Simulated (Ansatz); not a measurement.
A relaxation computed with Ansatz, from input to last step.

```yaml
crystal:
  lattice:
    - [2.5064254139, 0.0, 0.0]
    - [-1.2532127069, 2.1706280811, 0.0]
    - [0.0, 0.0, 6.6141239161]
  atoms:
    - { symbol: B, position: [0.3333333333, 0.6666666667, 0.25] }
    - { symbol: B, position: [0.6666666667, 0.3333333333, 0.75] }
    - { symbol: "N", position: [0.3333333333, 0.6666666667, 0.75] }
    - { symbol: "N", position: [0.6666666667, 0.3333333333, 0.25] }
basis:
  ecutwfc: 420
kpoints:
  mp_grid: { grid: [12, 12, 4] }
hamiltonian:
  xc: lda
scf:
  occupations: { method: gaussian, width: 0.02 }
output:
  forces: true
  stress: true
  eigenvalues: true
relax:
  adjacent_minimum: "off"
  f_tol: 0.005
  max_steps: 50
  cell: { stress_tol: 0.05 }
```

```bash
ansatz run input.yaml --threads 1 --pin off --max-ram 2560MiB --backend cpu --events-out ev --progress --plain --runs-dir out
```

Level of theory: DFT LDA, scalar-relativistic, plane waves, PAW in Ansatz 0.2.0.

Of 8 frames 8 are shown, positions in Å and forces in eV/Å; the SCF threshold varies from step to step. Steps run on the plane waves of an earlier cell, with a Pulay correction in the pressure. The basis is chosen afresh for the last frame, the zero of the energies, and at times for earlier ones too; energy and pressure step there, also at an unchanged geometry.

```xyz
4
Lattice="2.5064 0.0000 0.0000 -1.2532 2.1706 0.0000 0.0000 0.0000 6.6141" Properties=species:S:1:pos:R:3:forces:R:3 pbc="T T T" step=1 free_energy_over_end_meV_per_atom=3.30 pressure_GPa=-5.25
B     0.0000    1.4471    1.6535    0.0000    0.0000    0.0000
B     1.2532    0.7235    4.9606    0.0000    0.0000    0.0000
N     0.0000    1.4471    4.9606    0.0000    0.0000    0.0000
N     1.2532    0.7235    1.6535    0.0000    0.0000    0.0000
4
Lattice="2.4952 0.0000 0.0000 -1.2476 2.1609 0.0000 0.0000 0.0000 6.5459" Properties=species:S:1:pos:R:3:forces:R:3 pbc="T T T" step=2 free_energy_over_end_meV_per_atom=-0.31 pressure_GPa=-1.84
B     0.0000    1.4406    1.6365    0.0000    0.0000    0.0000
B     1.2476    0.7203    4.9094    0.0000    0.0000    0.0000
N     0.0000    1.4406    4.9094    0.0000    0.0000    0.0000
N     1.2476    0.7203    1.6365    0.0000    0.0000    0.0000
4
Lattice="2.4892 0.0000 0.0000 -1.2446 2.1557 0.0000 0.0000 0.0000 6.5334" Properties=species:S:1:pos:R:3:forces:R:3 pbc="T T T" step=3 free_energy_over_end_meV_per_atom=-0.95 pressure_GPa=0.03
B     0.0000    1.4371    1.6333    0.0000    0.0000    0.0000
B     1.2446    0.7186    4.9000    0.0000    0.0000    0.0000
N     0.0000    1.4371    4.9000    0.0000    0.0000    0.0000
N     1.2446    0.7186    1.6333    0.0000    0.0000    0.0000
4
Lattice="2.4892 0.0000 0.0000 -1.2446 2.1557 0.0000 0.0000 0.0000 6.5334" Properties=species:S:1:pos:R:3:forces:R:3 pbc="T T T" step=4 free_energy_over_end_meV_per_atom=0.04 pressure_GPa=-0.15
B     0.0000    1.4371    1.6333    0.0000    0.0000    0.0000
B     1.2446    0.7186    4.9000    0.0000    0.0000    0.0000
N     0.0000    1.4371    4.9000    0.0000    0.0000    0.0000
N     1.2446    0.7186    1.6333    0.0000    0.0000    0.0000
4
Lattice="2.4889 0.0000 0.0000 -1.2445 2.1555 0.0000 0.0000 0.0000 6.5072" Properties=species:S:1:pos:R:3:forces:R:3 pbc="T T T" step=5 free_energy_over_end_meV_per_atom=-0.18 pressure_GPa=-0.01
B     0.0000    1.4370    1.6268    0.0000    0.0000    0.0000
B     1.2445    0.7185    4.8804    0.0000    0.0000    0.0000
N     0.0000    1.4370    4.8804    0.0000    0.0000    0.0000
N     1.2445    0.7185    1.6268    0.0000    0.0000    0.0000
4
Lattice="2.4889 0.0000 0.0000 -1.2445 2.1555 0.0000 0.0000 0.0000 6.5072" Properties=species:S:1:pos:R:3:forces:R:3 pbc="T T T" step=6 free_energy_over_end_meV_per_atom=-0.01 pressure_GPa=-0.03
B     0.0000    1.4370    1.6268    0.0000    0.0000    0.0000
B     1.2445    0.7185    4.8804    0.0000    0.0000    0.0000
N     0.0000    1.4370    4.8804    0.0000    0.0000    0.0000
N     1.2445    0.7185    1.6268    0.0000    0.0000    0.0000
4
Lattice="2.4889 0.0000 0.0000 -1.2445 2.1555 0.0000 0.0000 0.0000 6.4957" Properties=species:S:1:pos:R:3:forces:R:3 pbc="T T T" step=7 free_energy_over_end_meV_per_atom=-0.10 pressure_GPa=-0.01
B     0.0000    1.4370    1.6239    0.0000    0.0000    0.0000
B     1.2445    0.7185    4.8717    0.0000    0.0000    0.0000
N     0.0000    1.4370    4.8717    0.0000    0.0000    0.0000
N     1.2445    0.7185    1.6239    0.0000    0.0000    0.0000
4
Lattice="2.4889 0.0000 0.0000 -1.2445 2.1555 0.0000 0.0000 0.0000 6.4957" Properties=species:S:1:pos:R:3:forces:R:3 pbc="T T T" step=8 free_energy_over_end_meV_per_atom=0.00 pressure_GPa=-0.01
B     0.0000    1.4370    1.6239    0.0000    0.0000    0.0000
B     1.2445    0.7185    4.8717    0.0000    0.0000    0.0000
N     0.0000    1.4370    4.8717    0.0000    0.0000    0.0000
N     1.2445    0.7185    1.6239    0.0000    0.0000    0.0000
```

The run took 13 s on 1 thread of Intel(R) Xeon(R) Platinum 8259CL CPU @ 2.50GHz (Skylake/Cascade Lake) (shared host), peak memory 0.41 GiB.

The cell holds layers, and where no dispersion correction was added their binding is poorly described.